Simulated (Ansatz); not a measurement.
PbF₂:
```
PbF2
1.0
    0.00000     3.00034     3.00034
    3.00034     0.00000     3.00034
    3.00034     3.00034     0.00000
Pb F
1 2
Cartesian
  0.00000   0.00000   0.00000
  1.50017   1.50017   1.50017
  4.50051   4.50051   4.50051
```

Relaxed with PBE. Special points in fractions of this cell's reciprocal vectors: Γ (0.000, 0.000, 0.000); X (0.500, 0.000, 0.500); U (0.625, 0.250, 0.625); K (0.375, 0.375, 0.750); L (0.500, 0.500, 0.500); W (0.500, 0.250, 0.750).

Question: List the band energies nearest the valence-band maximum at these points for DFT-PBE with spin–orbit coupling in the program Ansatz with PAW potentials.

Answer: In eV from the valence-band maximum; about four levels below and three above (degenerate sets whole), none deeper than 8.9 eV; points with the same levels are listed once.

| k | below | above |
|---|---|---|
| Γ | -1.75 -1.75 -1.75 -1.75 | 4.99 4.99 7.40 7.40 7.40 7.40 |
| X | -1.37 -1.37 -0.14 -0.14 | 4.04 4.04 7.16 7.16 |
| U | -1.40 -1.40 -0.03 -0.03 | 4.71 4.71 6.61 6.61 |
| L | -1.95 -1.95 -0.02 -0.02 | 4.61 4.61 6.84 6.84 |
| W | -1.34 -1.34 0.00 0.00 | 4.95 4.95 6.49 6.49 |

Space group Fm-3m (fluorite). Symmetry was held in the PBE relaxation; phonons on a q-mesh show no instability.

Potentials: the later of the program's two PAW sets.
